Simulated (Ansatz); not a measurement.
AlGaAs₂, first-principles data

AlGaAs2:
```xyz
4
Lattice="4.0597 0.0000 0.0000 0.0000 4.0597 0.0000 0.0000 0.0000 5.7286" Properties=species:S:1:pos:R:3 pbc="T T T"
Ga     0.0000     0.0000     0.0000
As     2.0299     0.0000     1.4415
Al     2.0299     2.0299     2.8643
As     0.0000     2.0299     4.2872
```

Space group P-4m2 (No. 115); conventional cell a = b = 4.060 Å, c = 5.729 Å, α = β = γ = 90.00°.

Method: plane-wave PAW PBE (Ansatz code). The cell and atoms are relaxed at this level. Other levels are named where they apply.

### Cell and energy

| Item | Result |
|---|---|
| Volume per atom | 23.60 Å³ |
| Density | 4.34 g/cm³ |
| Formation energy from the elements (no fitted shifts) | -0.41 eV/atom |

### Electronic structure

| Item | Result |
|---|---|
| Band gap | 0.86 eV (direct) |
| Valence-band maximum | at Γ |
| Conduction-band minimum | at Γ |
| Electron effective mass | 0.058, 0.058, 0.073 mₑ (principal values) |
| Electron effective mass with spin–orbit coupling | 0.057, 0.057, 0.071 mₑ (principal values) |
| Hole effective mass, band 1 of 2 at the edge | 3.3 along x, 0.43 along z (mₑ) |
| Hole effective mass, band 2 of 2 at the edge | 0.051 along x, 0.43 along z (mₑ) |
| Hole effective mass with spin–orbit coupling | 0.094, 0.10, 0.41 mₑ (principal values) |
| Gap with spin–orbit coupling | 0.76 eV |

### Mechanics

| Item | Result |
|---|---|
| Bulk modulus (Birch–Murnaghan fit) | 640 kbar |
| Pressure derivative B′ | 4.5 |

The start of the workflow was typed in or built on a structure type; neither database checked (COD, Materials Project) lists it. Whether it is the stable phase at ambient conditions was not checked. The PBE relaxation kept the symmetry of its start; whether a distortion lowers the energy is not shown. The references are the lowest solids computed at this level, not always the standard phases. Scalar-relativistic: spin–orbit coupling is off unless named, which matters more the heavier the elements.

Potentials: the later of the program's two PAW sets.
